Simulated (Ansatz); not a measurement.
ZnNi: strain energy, fitted

ZnNi, P4/mmm, a = 2.693 Å, c = 3.189 Å. The structure is a COD entry; whether it is the stable form wasn't checked. Ansatz: r2SCAN, PAW, 500 eV, Γ-centred 20×20×16 mesh on 2 atoms, Gaussian smearing 0.10 eV; no spin polarisation. Series: uniaxial strain along c, with a, b and atoms relaxed; x is the strain in per cent. y is the free energy over the unstrained cell, V0 = 11.560 Å³/atom.

```tsv
x (%)	y (meV/atom)
-3.0	?
-2.0	0.91
-1.0	0.27
0.0	0.00
1.0	0.20
2.0	0.90
3.0	2.07
```

Task: Fit y = c2 x² + c3 x³ to the other rows, turn c2 into a modulus, and predict the missing energy.

Result: Least squares on the rows shown. y = 0.2285 x² + 0.0002386 x³. In eV per unit strain² c2 is 2.285; this is Young's modulus along the axis (E = ½ Y V0 ε²): 2 × 2.285 × 160.2 / (11.560) = 63 GPa. Energies this small carry numerical noise of a few hundredths of a meV. The unstrained cell keeps some stress along the strain, worth a slope of -0.04 meV/atom per %, which the form leaves out. At x = -3.0 the fit asked for gives 2.05 meV/atom. The run gave 1.90 meV/atom, so the fit is 0.15 meV/atom too high, small in itself but 7 % of the span of the series.